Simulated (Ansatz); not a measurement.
A relaxed structure of TePb. Space group Fm-3m (No. 225), rock salt type. All values below come from r2SCAN (plane waves to 500 eV, PAW, scalar-relativistic; Ansatz, a quantum-chemistry and plane-wave program).

Space group Fm-3m (No. 225); a = b = c = 6.5353 Å, α = β = γ = 90.00°

```
atom  site  symmetry       x       y       z
----  ----  --------  ------  ------  ------
Te      4a      m-3m  0.0000  0.0000  0.0000
Pb      4b      m-3m  0.5000  0.5000  0.5000
```
(The calculation used a cell of 2 atoms; values per cell refer to that cell.)

| Quantity | Result |
|---|---|
| Volume per atom | 34.89 Å³ |
| Density | 7.97 g/cm³ |
| Band gap | 1.10 eV, direct at L (no spin-orbit coupling) |
| Shortest distances | Pb–Te 3.27 Å |
| k-mesh | 9×9×9 |

No spin polarisation in the result. Spin-orbit coupling is missing; with elements this heavy it can move band edges by tenths of an eV or more.

Measured for TePb: gap 0.19 eV (0 K or low temperature; as listed in arXiv:2302.06325). Computed minus measured — gap: r2SCAN +0.91 eV. The computed values are for a static lattice, and a measured gap can be an optical one, lowered by exciton binding.

The run could not lose the symmetry of its start.

All atoms sit on sites fixed by symmetry, so only the cell could relax.
